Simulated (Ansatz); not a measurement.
Ba$_{2}$MgMoO$_{6}$:
```xyz
10
Lattice="0.0000 4.0491 4.0491 4.0491 0.0000 4.0491 4.0491 4.0491 0.0000" Properties=species:S:1:pos:R:3 pbc="T T T"
Ba     2.0245     2.0245     2.0245
Ba     6.0736     6.0736     6.0736
Mg     4.0491     4.0491     4.0491
Mo     0.0000     0.0000     0.0000
O      1.9285     4.0491     4.0491
O      6.1696     4.0491     4.0491
O      4.0491     1.9285     4.0491
O      4.0491     6.1696     4.0491
O      4.0491     4.0491     1.9285
O      4.0491     4.0491     6.1696
```

Relaxed with r²SCAN.

**Question.** Map the valence electron density (e/Å³), cut off at 1 on the plane through (0.250, 0.250, 0.250) spanned by u = [1, 0, 0] and v = [-1, 1, 1] in lattice vectors, from r²SCAN in the plane-wave PAW code Ansatz.

**Answer.** x is the fraction of u, y of v (the angle between them is 90°; rows are the nearest grid lines); atoms in the plane: Ba at (0.00, 0.00), Ba at (0.00, 0.50), Mg at (0.50, 0.25), Mo at (0.50, 0.75), O at (0.50, 0.99), O at (0.50, 0.51).
```
|138998311249999999942113899831|
|999996211149999999941112699999|
|999974110136999999631011479999|
|765321000113579975311000123567|
|110000001137999999731100000011|
|000000112389999999983211000000|
|000000112399999999993211000000|
|000000011259999999952110000000|
|322110000123799997321000011223|
|999742100124799997421001247999|
|999974110136999999631011479999|
|359997311249999999942113799953|
|359997311139999999931113799953|
|999974100013599995310001479999|
|999742100001244442100001247999|
|322110000000112211000000011223|
|000000000001999999100000000000|
|000000000016999999610000000000|
|000000000014999999410000000000|
|110000000000279972000000000011|
|765321000000122221000000123567|
|999974100013599995310001479999|
|999996210125999999521012699999|
|138998311249999999942113899831|
```
Scale: ten equal steps from 0.031 (start of '0') to 1.00 (end of '9'), in the order '0123456789'; x runs from 0.000 to 1.00, y from 0.000 (bottom) to 1.00 (top).

The density is the valence pseudo-density with augmentation charge, so density and ELF within about 1 Å of a nucleus are not all-electron values.

Space group Fm-3m. The workflow started from a Materials Project entry (that database holds measured and hypothetical structures alike); the Crystallography Open Database copy checked does not list it. Whether it is the stable phase at ambient conditions was not checked. Symmetry was held in the r²SCAN relaxation; whether a distortion lowers the energy is not shown. No spin polarisation was allowed. No Hubbard U is applied. Spin–orbit coupling is left out wherever it is not named.

Potentials: the later of the program's two PAW sets.
